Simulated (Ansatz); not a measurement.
Ta2C:
```
Ta2C
1.0
    3.52474     0.00000     0.00000
    0.00000     3.52474     0.00000
    0.00000     0.00000     6.51850
Ta C
4 2
Direct
  0.00000   0.00000   0.00000
  0.50000   0.50000   0.00000
  0.50000   0.00000   0.36781
  0.00000   0.50000   0.63219
  0.50000   0.00000   0.72510
  0.00000   0.50000   0.27490
```

Relaxed with PBE. Special points in fractions of this cell's reciprocal vectors: Γ (0.000, 0.000, 0.000); X (0.000, 0.500, 0.000); M (0.500, 0.500, 0.000); Z (0.000, 0.000, 0.500); R (0.000, 0.500, 0.500); A (0.500, 0.500, 0.500).

List the band energies nearest the Fermi level at these points for DFT-PBE in the program Ansatz with PAW potentials.

In eV from the Fermi level; about four levels below and three above (degenerate sets whole), none deeper than 8.9 eV; points with the same levels are listed once.

```json
[
 {"k": "Γ", "below": "-2.02 -2.02 -0.57 -0.57 -0.44", "above": "0.03 0.19 1.02"},
 {"k": "X", "below": "-1.55 -1.55 -0.28 -0.28", "above": "1.25 1.25 1.47 1.47"},
 {"k": "M", "below": "-2.12 -2.12 -1.23 -1.23", "above": "1.98 1.98 2.04 2.04"},
 {"k": "Z", "below": "-2.57 -1.63 -0.78 -0.78", "above": "0.06 1.09 1.35"},
 {"k": "R", "below": "-1.06 -1.06 -0.23 -0.23", "above": "0.99 0.99 1.22 1.22"},
 {"k": "A", "below": "-2.59 -2.59 -2.25 -2.25", "above": "1.89 1.89 2.43 2.43"}
]
```

Space group P4/nmm. The cell is a constructed one: a structure type filled with these elements; neither database checked (COD, Materials Project) lists it. COD files the formula under space group No. 164. Whether it is the stable phase at ambient conditions was not checked. The PBE relaxation kept the symmetry of its start; whether a distortion lowers the energy is not shown. The run is not spin-polarised. Scalar-relativistic: spin–orbit coupling is off unless named, which matters more the heavier the elements.

Potentials: the later of the program's two PAW sets.
